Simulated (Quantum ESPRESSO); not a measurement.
## PbI$_{2}$: field gradients at the nuclei

```xyz
3
Lattice="4.6127 0.0000 0.0000 -2.3063 3.9947 0.0000 0.0000 0.0000 7.2570" Properties=species:S:1:pos:R:3 pbc="T T T"
Pb     0.0000     0.0000     0.0000
I      2.3063     1.3316     5.3771
I      0.0000     2.6631     1.8799
```
The cell comes from the Materials Project (a computed structure). It is PbI2 in P-3m1. Stability against distortions was not tested. The layers lie 3.5 Å apart; this gap hangs on dispersion, and neither it nor the stacking was checked against the measured crystal.

Convention: |Vzz| is the largest principal value, η_Q = (Vxx − Vyy)/Vzz, |C_Q| = |eQVzz/h|. Cores are frozen. Pb, I had no test against all-electron runs. Spin–orbit coupling is left out, a limit on Pb, I. Static lattice: thermal averaging is not included.

Quadrupole moments taken as inputs (sizes, barn, from the tables of PySCF and pymatgen): ¹²⁷I 0.696.

Problem. What do the calculations give at each independent site (field gradients by PBE PAW (JTH datasets; density from pw.x of a modified build of Quantum ESPRESSO, gradients reconstructed from it by a script), 20 Ha, k-mesh 6×6×3 through Γ)?

Solution. 
```tsv
site	site symmetry	Vzz (10²¹ V/m²)	η_Q	∣C_Q∣ (MHz)
Pb (atom 1)	-3m	1.46	0.00	–
I (atoms 2, 3)	3m	0.83	0.00	14.0 (¹²⁷I)
```
